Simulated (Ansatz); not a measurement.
# 5 guesses for In2As3 and where they end

Computed with DFT PBE, scalar-relativistic, plane waves, PAW in Ansatz 0.2.0. All cells share a 420 eV cutoff and Γ-centred k meshes spaced at most about 0.3 Å⁻¹ (about 0.25 or finer for metals, 2π included). No spin polarisation in the final relaxations.

Each guess was relaxed in cell and atoms at zero pressure, within the symmetry of its start. These are static total energies at zero pressure. Coordination counts As atoms around In (those within 1.25 times the shortest such distance or 1.15 times the sum of covalent radii; a plus sign parts nearer from farther groups; the shortest distance is added where it is long for a bond; a slash parts the counts of unlike sites).

| guess | made from | start group | V start (Å³/atom) | end group | V end (Å³/atom) | coordination at the end | gap on mesh (eV) | E over the lowest end (meV/atom) |
| --- | --- | --- | --- | --- | --- | --- | --- | --- |
| 1 | Ga3Ni2 type | P-3m1 | 22.5 | P-3m1 | 29.0 | In 4 | 0 | 0 |
| 2 | Co3Ge2 type | P-6m2 | 22.4 | P-6m2 | 25.4 | In 8/3+6 | 0 | 187 |
| 3 | random cell | P6/mmm | 27.6 | P6/mmm | 43.7 | In 3 | 0 | 400 |
| 4 | random cell | Pm-3m | 15.0 | Pm-3m | 29.9 | In 6/12 from 3.8 Å | 0 | 703 |
| 5 | Er2Se3 type | P-4m2 | 22.6 | ? | ? | ? | ? | ? |

Guess 5 as it starts:

Space group P-4m2 (No. 115). a = 3.808 Å, b = 3.808 Å, c = 7.785 Å, α = 90.00°, β = 90.00°, γ = 90.00°
| atom | site | symmetry | x | y | z |
| --- | --- | --- | --- | --- | --- |
| In | 2g | 2mm. | 0.5000 | 0.0000 | 0.2622 |
| As | 2g | 2mm. | 0.0000 | 0.5000 | 0.3653 |
| As | 1b | -4m2 | 0.5000 | 0.5000 | 0.0000 |

Problem. Predict the end of this guess and its energy over the lowest end.

Solution. It ends in space group P-4m2 (No. 115), with a = 3.851 Å, c = 8.445 Å, 25.0 Å³/atom and no gap. It lies 48 meV/atom over the lowest end, above guess 1 and below guess 2. Counting As atoms around In, this end has In 4+3 and the lowest (guess 1) has In 4. This end and the lowest (guess 1) both hold As–As nets.

```cif
data_structure
_symmetry_space_group_name_H-M 'P 1'
_symmetry_Int_Tables_number 1
_cell_length_a 3.8506
_cell_length_b 3.8506
_cell_length_c 8.4451
_cell_angle_alpha 90.000
_cell_angle_beta 90.000
_cell_angle_gamma 90.000
_cell_volume 125.22
loop_
_atom_site_label
_atom_site_type_symbol
_atom_site_fract_x
_atom_site_fract_y
_atom_site_fract_z
_atom_site_occupancy
In1 In 0.50000 0.00000 0.36811 1
In2 In 0.00000 0.50000 0.63189 1
As1 As 0.00000 0.50000 0.20948 1
As2 As 0.50000 0.00000 0.79052 1
As3 As 0.50000 0.50000 0.00000 1
```

Formation energies are uncorrected and refer to the elements' standard structures at the same level.

Problem. Is the lowest end bound against the elements?

Solution. No: its formation energy is +0.06 eV/atom. It can't be a ground state, since the elements alone are lower.

In P-3m1, P-4m2, P-6m2, P6/mmm, Pm-3m an odd number of electrons in the primitive cell allows no gap without spin; a larger cell or a magnetic state could open one. A magnetic state wasn't ruled out in cells without spin, among them P-3m1, P-4m2, P-6m2, P6/mmm, Pm-3m. The reference form of As is held partly by dispersion forces, which this level lacks. With atoms moved at random, P-3m1 came back. Other cells relaxed within their symmetry can be saddle points. A lower structure may well exist outside this small set. Some structure types and database cells were kept out of the candidates from the start, so a known form may be missing.
